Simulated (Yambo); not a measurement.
G0W0@PBEsol for Na2CO3 (space group C2/m, No. 12) in Yambo. Reference settings: 2×2×2 Γ-centred k mesh, bands 5 to 232 and a 7 Ry block in the screening, 232 bands in G with the Bruneval-Gonze terminator, plasmon pole fitted at 27.2 eV. The PBEsol gap Γ → Γ on this mesh is 3.29 eV; G0W0 gaps are taken between the same points.

With and without the terminator, as bands are cut:

```csv
bands in G (in W),"gap, terminator (eV)","gap, none (eV)","valence shift, terminator (eV)","valence shift, none (eV)"
97 (232),6.148,5.745,-1.736,-1.097
155 (232),6.138,5.881,-1.748,-1.361
232 (232),6.141,5.992,-1.756,-1.532
```

Over this range the gap spans 0.010 eV with the terminator and 0.247 eV without, the valence shift 0.020 eV and 0.435 eV. Neither column has reached its limit for certain.

Geometry of the Materials Project entry, not relaxed at this level; primitive cell a = b = 5.295 Å, c = 6.285 Å, α = β = 94.93°, γ = 59.88°.

A shift is the quasiparticle energy of the state minus its PBEsol energy.
